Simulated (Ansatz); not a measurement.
Theory: Ansatz 0.2.0, DFT PBE, scalar-relativistic, plane waves, PAW. All cells share a 420 eV cutoff and Γ-centred k meshes spaced at most about 0.3 Å⁻¹ (about 0.25 or finer for metals, 2π included). No spin polarisation in the final relaxations.

All energies are static (0 K, no zero-point motion).

Compare these two cells of Si3As, each relaxed at this level.

A.

```cif
data_structure
_symmetry_space_group_name_H-M 'I4/mmm'
_symmetry_Int_Tables_number 139
_cell_length_a 4.0234
_cell_length_b 4.0234
_cell_length_c 7.9889
_cell_angle_alpha 90.000
_cell_angle_beta 90.000
_cell_angle_gamma 90.000
_cell_volume 129.32
loop_
_atom_site_label
_atom_site_type_symbol
_atom_site_symmetry_multiplicity
_atom_site_Wyckoff_symbol
_atom_site_fract_x
_atom_site_fract_y
_atom_site_fract_z
_atom_site_occupancy
Si1 Si 4 d 0.00000 0.50000 0.25000 1
Si2 Si 2 b 0.50000 0.50000 0.00000 1
As1 As 2 a 0.00000 0.00000 0.00000 1
```

B.

```cif
data_structure
_symmetry_space_group_name_H-M 'Pm-3m'
_symmetry_Int_Tables_number 221
_cell_length_a 4.0190
_cell_length_b 4.0190
_cell_length_c 4.0190
_cell_angle_alpha 90.000
_cell_angle_beta 90.000
_cell_angle_gamma 90.000
_cell_volume 64.92
loop_
_atom_site_label
_atom_site_type_symbol
_atom_site_symmetry_multiplicity
_atom_site_Wyckoff_symbol
_atom_site_fract_x
_atom_site_fract_y
_atom_site_fract_z
_atom_site_occupancy
Si1 Si 3 c 0.00000 0.50000 0.50000 1
As1 As 1 a 0.00000 0.00000 0.00000 1
```

**Question.** Which placement of the atoms is lower in energy, and by how much?

**Answer.** They are level within the accuracy (2 meV/atom apart, with B the lower in these runs). The two share one framework of sites and differ in which element sits where. A has the TiAl3 (D0_22) type, space group I4/mmm (No. 139), 16.2 Å³/atom and no gap on its mesh; B has the Cu3Au (L1_2) type, space group Pm-3m (No. 221), 16.2 Å³/atom and no gap. Counting Si atoms around As (those within 1.25 times the shortest such distance or 1.15 times the sum of covalent radii; the shortest distance is added where it is long for a bond), A and B both have As 12 from 2.8 Å. Even the lower one lies +0.60 eV/atom against the reference forms of the elements (uncorrected), so neither is stable at this level. Both come from invented guesses. A third cell relaxed alike, in Pmmn, lies 0.31 eV/atom below the lower of the two.

For metals, differences of a few meV/atom aren't resolved. In I4/mmm, Pm-3m an odd number of electrons in the primitive cell allows no gap without spin; a larger cell or a magnetic state could open one. A magnetic state wasn't ruled out in cells without spin, among them I4/mmm, Pm-3m. Cells relaxed within their symmetry can be saddle points.
